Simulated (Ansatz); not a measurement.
The start is a relaxed AlN cell with every coordinate shifted by Gaussian noise of σ = 0.2 Å. Cell shape, volume and atoms are optimised at zero target pressure with PBE (plane waves to 420 eV, PAW, scalar-relativistic; Ansatz, an electronic-structure program). The first steps use a coarse 9×9×9 k-mesh.

Starting cell:
```yaml
crystal:
  lattice:
    - [0.00000, 2.20161, 2.20161]
    - [2.20161, 0.00000, 2.20161]
    - [2.20161, 2.20161, 0.00000]
  atoms:
    - { symbol: N, position: [0.72703, 0.72315, 0.72102] }
    - { symbol: Al, position: [0.96475, 0.94331, 0.12275] }
```

**Question.** What pressure does the first self-consistent step give?

**Answer.** +30.1 GPa (positive: the cell is compressed).

**Question.** Is the parent structure recovered?

**Answer.** The parent structure is recovered, F-43m (No. 216).

**Question.** How do the shortest distances between atoms change?

**Answer.** The closest pairs of elements (up to four, under 3.6 Å), start → end: Al–N 1.53 → 1.91 Å; Al–Al 3.11 → 3.11 Å; N–N 3.11 → 3.11 Å.

**Question.** What band gap does the relaxed structure have at this level?

**Answer.** 3.31 eV, indirect (valence top at Γ, conduction bottom at X) (no spin-orbit coupling).

Final values are on a 13×13×13 k-mesh of the relaxed cell. No spin polarisation in the result.
